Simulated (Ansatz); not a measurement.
CsCdCl3 (cubic perovskite, space group No. 221) at seven volumes, r²SCAN in the plane-wave PAW code Ansatz, scaled uniformly. One row is withheld.

```csv
V (Å³/atom),P (GPa)
26.457,4.22
27.329,2.56
28.201,1.16
29.073,0.00
29.945,?
30.818,-1.80
31.690,-2.48
```

Problem. Fit the shown pressures and predict the withheld one.

Solution. Third-order Birch–Murnaghan: P = (3/2)B₀(x^(7/2) − x^(5/2))[1 + (3/4)(B′ − 4)(x − 1)] with x = (V₀/V)^(2/3). Least squares on the six rows gives V₀ = 29.071 Å³/atom, B₀ = 35.53 GPa, B′ = 4.91. At V = 29.945, x = 0.9804 and P = -0.98 GPa. The run itself gave -0.98 GPa.

Space group Pm-3m (cubic perovskite). The workflow started from a Materials Project entry (that database holds measured and hypothetical structures alike); the Crystallography Open Database files this formula in space group No. 221, but the cells were not matched. Its standing as an ambient phase is unchecked. The cell was relaxed with r²SCAN under the symmetry of its start; whether a distortion lowers the energy is not shown. Scalar-relativistic: spin–orbit coupling is off unless named, which matters more the heavier the elements.

Potentials: the later of the program's two PAW sets.
